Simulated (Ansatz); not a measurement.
Nb₃Au₂:
```
CELL_PARAMETERS angstrom
     -1.70092     1.70092     7.64280
      1.70092    -1.70092     7.64280
      1.70092     1.70092    -7.64280
ATOMIC_POSITIONS crystal
  Nb 0.39980 0.39980 0.00000
  Nb 0.60020 0.60020 0.00000
  Au 0.19935 0.19935 0.00000
  Au 0.80065 0.80065 0.00000
  Nb 0.00000 0.00000 0.00000
```

Relaxed with r²SCAN.

Task: Map the electron localisation function on the plane through (0.400, 0.400, 0.000) spanned by u = [1, 1, 0] and v = [1, -1, 0] in lattice vectors, from DFT-r²SCAN in the program Ansatz with PAW potentials.

Result: x is the fraction of u, y of v (the angle between them is 90°; rows are the nearest grid lines); atoms in the plane: Nb at (0.00, 0.00), Nb at (0.50, 0.50), Nb at (0.20, 0.00), Nb at (0.70, 0.50), Au at (0.30, 0.50), Au at (0.80, 0.00), Au at (0.40, 0.00), Au at (0.90, 0.50), Nb at (0.10, 0.50), Nb at (0.60, 0.00).
```
y \ x   0.000  0.100  0.175  0.275  0.375  0.450  0.550  0.625  0.725  0.825  0.900   1.00
------  -----  -----  -----  -----  -----  -----  -----  -----  -----  -----  -----  -----
1.00    0.080  0.382  0.664  0.142  0.620  0.482  0.566  0.628  0.284  0.623  0.233  0.080
0.917   0.683  0.463  0.771  0.117  0.565  0.415  0.499  0.791  0.298  0.566  0.230  0.683
0.833   0.630  0.507  0.455  0.174  0.387  0.346  0.267  0.541  0.359  0.389  0.254  0.630
0.750   0.176  0.236  0.196  0.349  0.237  0.300  0.261  0.260  0.190  0.238  0.291  0.176
0.708   0.261  0.316  0.267  0.363  0.236  0.177  0.213  0.347  0.217  0.236  0.344  0.261
0.625   0.355  0.775  0.176  0.497  0.270  0.348  0.309  0.285  0.745  0.270  0.542  0.355
0.542   0.288  0.278  0.086  0.622  0.325  0.667  0.589  0.200  0.701  0.324  0.732  0.288
0.458   0.288  0.278  0.086  0.622  0.325  0.667  0.589  0.200  0.701  0.324  0.732  0.288
0.375   0.355  0.775  0.176  0.497  0.270  0.348  0.309  0.285  0.745  0.270  0.542  0.355
0.292   0.261  0.316  0.267  0.363  0.236  0.177  0.213  0.347  0.217  0.236  0.344  0.261
0.250   0.176  0.236  0.196  0.349  0.237  0.300  0.261  0.260  0.190  0.238  0.291  0.176
0.167   0.630  0.507  0.455  0.174  0.387  0.346  0.267  0.541  0.359  0.389  0.254  0.630
0.0833  0.683  0.463  0.771  0.117  0.565  0.415  0.499  0.791  0.298  0.566  0.230  0.683
0.000   0.080  0.382  0.664  0.142  0.620  0.482  0.566  0.628  0.284  0.623  0.233  0.080
```

The density is the valence pseudo-density with augmentation charge, so density and ELF within about 1 Å of a nucleus are not all-electron values.

Space group I4/mmm. The workflow started from an entry of the Crystallography Open Database (COD). Its standing as an ambient phase is unchecked. The cell was relaxed with r²SCAN under the symmetry of its start; whether a distortion lowers the energy is not shown. No spin polarisation was allowed. Spin–orbit coupling is left out wherever it is not named.

Potentials: the later of the program's two PAW sets.
